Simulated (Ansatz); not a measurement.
Sr₄P₂O:
```
Sr4P2O
1.0
   -2.40191     2.40191     7.99900
    2.40191    -2.40191     7.99900
    2.40191     2.40191    -7.99900
Sr P O
4 2 1
Direct
  0.67497   0.67497   0.00000
  0.32503   0.32503   0.00000
  0.50000   0.00000   0.50000
  0.00000   0.50000   0.50000
  0.86474   0.86474   0.00000
  0.13526   0.13526   0.00000
  0.50000   0.50000   0.00000
```

Relaxed with r²SCAN. Special points in fractions of this cell's reciprocal vectors: Γ (0.000, 0.000, 0.000); X (0.000, 0.000, 0.500); P (0.250, 0.250, 0.250); N (0.000, 0.500, 0.000); M (0.500, 0.500, -0.500); S (0.273, 0.727, -0.273); S0 (-0.273, 0.273, 0.273); R (-0.045, 0.045, 0.500); G (0.500, 0.500, -0.045).

**Question.** List the band energies nearest the valence-band maximum at these points for the program Ansatz at the r²SCAN level (PAW).

**Answer.** In eV from the valence-band maximum; about four levels below and three above (degenerate sets whole), none deeper than 8.9 eV; points with the same levels are listed once.

```json
[
 {"k": "Γ", "below": "-0.66 -0.66 -0.05 -0.05 0.00", "above": "2.04 2.41 2.57"},
 {"k": "X", "below": "-0.98 -0.76 -0.75 -0.72", "above": "2.37 2.81 3.65"},
 {"k": "P", "below": "-0.86 -0.86 -0.78 -0.70", "above": "2.57 2.57 3.65"},
 {"k": "N", "below": "-1.03 -0.85 -0.55 -0.52", "above": "3.08 3.28 3.45"},
 {"k": "M", "below": "-0.72 -0.72 -0.08 -0.08", "above": "1.57 2.33 2.65"},
 {"k": "S", "below": "-1.11 -0.86 -0.54 -0.42", "above": "2.96 3.33 3.36"},
 {"k": "R", "below": "-1.04 -0.76 -0.73 -0.68", "above": "2.39 2.82 3.70"}
]
```

Space group I4/mmm. The first step of the workflow began from a Materials Project structure, measured or hypothetical; the Crystallography Open Database copy checked does not list it. Whether it is the stable phase at ambient conditions was not checked. The cell was relaxed with r²SCAN under the symmetry of its start; its stability against distortions is not shown here. Spin–orbit coupling is left out wherever it is not named.

Potentials: the earlier of the program's two PAW sets. The files were generated under PBE; for other functionals the program regenerates the frozen cores, and for LDA and PBEsol the local potential too.
